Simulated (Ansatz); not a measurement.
Polymorphs of BAs, each relaxed with plane-wave PAW HSE06 (Ansatz code):

A: P6_222
a = 3.429 Å, b = 3.429 Å, c = 7.411 Å, α = 90.00°, β = 90.00°, γ = 120.00°

```csv
atom,site,symmetry,x,y,z
B,3d,222,0.5000,0.0000,0.5000
As,3c,222,0.5000,0.0000,0.0000
```

B: zinc blende (F-43m)
a = 4.772 Å, b = 4.772 Å, c = 4.772 Å, α = 90.00°, β = 90.00°, γ = 90.00°

```
atom  site  symmetry       x       y       z
----  ----  --------  ------  ------  ------
B       4d      -43m  0.7500  0.7500  0.7500
As      4b      -43m  0.5000  0.5000  0.5000
```

Order them by energy per atom at 0 K (lowest first) at the level HSE06.

B (+0 meV/atom), A (+476 meV/atom)

Give each one's gap.

A 0.91 eV; B 1.82 eV.

Constructed cells (a structure type filled with these elements, in neither database checked): A. Not the usual ambient phase: A. All cells were relaxed under the symmetry of their starts (and spin orders); stability against distortions was not tested throughout. Scalar-relativistic: spin–orbit coupling is off unless named, which matters more the heavier the elements.

Potentials: the later of the program's two PAW sets.
